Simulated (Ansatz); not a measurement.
**Band structure of LaAg**

```xyz
2
Lattice="3.7600 0.0000 0.0000 0.0000 3.7600 0.0000 0.0000 0.0000 3.7600" Properties=species:S:1:pos:R:3 pbc="T T T"
La    1.8800    1.8800    1.8800
Ag    0.0000    0.0000    0.0000
```

Atom numbers follow the list: La1, Ag2.

The conventional cell has a = 3.760 Å, b = 3.760 Å, c = 3.760 Å, α = 90.00°, β = 90.00°, γ = 90.00°. La (atom 1) has 8 Ag at 3.26 Å as nearest neighbours. Ag (atom 2) is surrounded by 8 La at 3.26 Å.

The cell is COD entry 9008798, as deposited and not checked against the literature; nothing was relaxed.

Spin–orbit coupling is left out, though it moves levels of the heavy atoms by tenths of an eV or more.

All numbers below come from Ansatz 0.2.0, DFT, PBEsol, all-electron LAPW, scalar-relativistic.

The runs use a Γ-centred 9×9×9 k mesh, Fermi–Dirac smearing of 0.08 eV, basis error target 0.25 meV/atom, no spin polarisation.

Points in fractions of the reciprocal vectors of this cell: Γ (0, 0, 0), X (0, 0.5, 0), M (0.5, 0.5, 0), R (0.5, 0.5, 0.5). The path joins them by straight lines in the order Γ–X–M–Γ–R–X–R–M; legs that retrace an earlier one aren't tabulated. Energies are in eV from the Fermi level.

**Question.** List the levels at R between -14 and 1 eV.

**Answer.** -4.69 (×3), -4.23 (×2), -1.73 (×3), 0.11.

**Question.** List the levels at M between -14 and 1 eV.

**Answer.** -5.24, -5.19, -4.94 (×2), -4.24, -2.62, 0.90 (×2), 0.91.

**Question.** List the levels at X between -14 and 1 eV.

**Answer.** -5.05, -4.65 (×2), -4.62, -4.58, -2.26, -1.73, -0.13.

**Question.** What is the band gap?

**Answer.** none: bands cross the Fermi level, a metal.
